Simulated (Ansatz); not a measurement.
## Calculated with Ansatz: Yb3PbO, settings compared

The command:

```bash
ansatz run input.yaml --threads 1 --pin off --max-ram 2560MiB --backend cpu --events-out ev --progress --plain --runs-dir out
```

input.yaml:

```yaml
crystal:
  lattice:
    - [4.911274, 0.018238, -0.054936]
    - [0.018238, 4.80417, -0.105632]
    - [-0.054936, -0.105632, 4.875128]
  atoms:
    - { symbol: Pb, position: [0.999485, 0.989348, 0.985444] }
    - { symbol: O, position: [0.492517, 0.500869, 0.495823] }
    - { symbol: Yb, position: [0.009744, 0.503486, 0.500951] }
    - { symbol: Yb, position: [0.500666, 0.004775, 0.501822] }
    - { symbol: Yb, position: [0.498705, 0.496147, 0.992813] }
kpoints:
  mp_grid: { grid: [4, 4, 4], shift: [0.5, 0.0, 0.5] }
magnetization:
  spin_polarized: false
scf:
  occupations: { method: fermi_dirac }
hamiltonian:
  pseudopotentials: { kind: paw }
  xc: r2scan
  hubbard:
    projectors: all-electron-ortho-atomic
    sites: [{ species: Yb, l: f, u_eff: 4.29 }]
basis:
  ecutwfc: 500
output:
  forces: true
  stress: true
  eigenvalues: true
```

Origin of the cell: a strained cell with displaced atoms, so it need not be a known compound.

The smearing width isn't typed, so it takes its default of 0.1 eV.

Output of this run (shortened):

```
SCF iter   1: F=—  HF=-53912.598585 eV  Δρ=5.19e-2  dr2=4.17e0  dr2_τ=1.80e-1
SCF iter   2: F=—  HF=-53912.832151 eV  Δρ=5.38e-2  dr2=3.81e0  dr2_τ=9.00e-2  defer=48
SCF iter   3: F=—  HF=-53912.305449 eV  Δρ=3.11e-2  dr2=1.33e0  dr2_τ=1.61e-2  defer=17
SCF iter   4: F=—  HF=-53912.096747 eV  Δρ=1.47e-2  dr2=3.03e-1  dr2_τ=9.01e-3  defer=47
SCF iter   5: F=—  HF=-53912.077360 eV  Δρ=5.37e-3  dr2=3.20e-2  dr2_τ=1.00e-3  defer=47
[… 5 lines left out …]
SCF iter  11: F=—  HF=-53912.075028 eV  Δρ=5.79e-5  dr2=6.09e-6  dr2_τ=2.08e-7  defer=42
SCF iter  12: F=—  HF=-53912.075028 eV  Δρ=2.45e-5  dr2=9.34e-7  dr2_τ=2.65e-8  defer=42
SCF iter  13: F=—  HF=-53912.075028 eV  Δρ=2.92e-5  dr2=7.48e-7  dr2_τ=2.60e-8  defer=42
SCF iter  14: F=—  HF=-53912.075028 eV  Δρ=1.37e-5  dr2=2.04e-7  dr2_τ=1.51e-8  defer=42
SCF iter  15: F=-53912.075028 eV  HF=-53912.075028 eV  Δρ=5.95e-6  dr2=3.55e-8  dr2_τ=9.14e-10
SCF 1 converged in 15 iterations: F = -53912.075028 eV  dr2 = 3.55e-8
SCF converged after 15 iterations
Free energy (F): -53912.075028 eV
Harris-Foulkes:  -53912.075028 eV  (|F-HF|=7.85e-8)
Internal energy: -53912.066721 eV  (E = F + TS)
E sigma→0 (E₀):  -53912.070874 eV
Entropy (-TS):   -0.008307 eV (-1.661 meV/atom)
Fermi energy:    13.787850 eV
--- Per-component energies (eV) ---
  E_band       = 187.246165
  E_kinetic    = 1533.682703
  E_local      = -19172.442754  (includes V_loc(G=0)·N_el)
  E_nonlocal   = 2068.231316
  E_hartree    = 8394.621840
  E_xc         = -761.753959
  E_vxc        = -935.599042  (∫ρ·V_xc dr)
  E_hubbard    = 0.428188  (on-site DFT+U / exact-exchange correction)
  E_vhub       = -88.802798  (the Hubbard potential's part of the band-sum identity)
  E_paw        = -32711.704383  (= ΣΔE_a)
  E_vpaw       = -66.675817  (= ΣTr[D̂ρ^β])
  E_aug_tail   = 0.001031  (compensation charges beyond the density's cutoff)
  E_vtau       = 59.605368  (kinetic-family band-sum trace: ∫τ·v_τ [+ j·A + Jᵃ·Aᵃ] dr)
  E_ewald      = -13266.611884
  E_core_change = 3.481180  (= ΣΔE_core)
  E_smearing   = -0.008307  (= −TS)
  Σ components = -53912.075028   (vs F -53912.075028, Δ=0.00e0)
[… 2 lines left out …]
  atom   2  O      0.181736    -0.015114    -0.024685
  atom   3  Yb    -0.349713    -0.100865    -0.253033
  atom   4  Yb     0.057393    -0.210573    -0.219492
  atom   5  Yb     0.106627     0.083377     0.228093
  max |Σ_I F_I| component: 3.13e-4 eV/Å
--- Stress (GPa, compression-positive) ---
       -1.244769      -0.384982       1.106442
       -0.384982       0.824955       2.352757
        1.106442       2.352757      -0.571993
  P = ⅓ Tr σ = -0.3306 GPa (-3.306 kbar)
Occupation matrices written to <dir>
```

The same input was run again with these changes:

1. `scf.mixing.algorithm` default → msr1; `scf.mixing.beta` default → 0.05; `scf.convergence.dr2_threshold` default → 1.0e-08
2. `scf.lower_state_search` default → standard; `scf.occupations.method` fermi_dirac → gaussian; `scf.occupations.width` default → 0.1; `scf.mixing.algorithm` default → broyden; `scf.mixing.beta` default → 0.2
3. `basis.ecutrho_ratio` default → 6; `accuracy` default → high
4. `scf.occupations.method` fermi_dirac → cold; `scf.occupations.width` default → 0.01; `accuracy` default → high; `scf.convergence.dr2_threshold` default → 0.0001

```csv
run,end,SCF iterations,P (GPa),max force component (eV/Å),moment (μB),ΔE(σ→0) (meV/atom)
base,converged,15,-0.33,0.350,–,0
1,converged,17,-0.33,0.350,–,0.00
2,converged,18,-0.32,0.349,–,-0.32
3,converged,20,-0.33,0.350,–,0.00
4,converged,11,-0.32,0.349,–,-0.33
```

Energies are compared only where functional, datasets, charge and starting cell are the same.

Caveats of the base run: no spin-orbit coupling, though heavy elements are present.

Run 4: the SCF threshold is loose for forces.

Time of the base run: 100 s on 1 thread of Arm Neoverse V1 (shared host), peak memory 0.81 GiB, from the program's own first density.
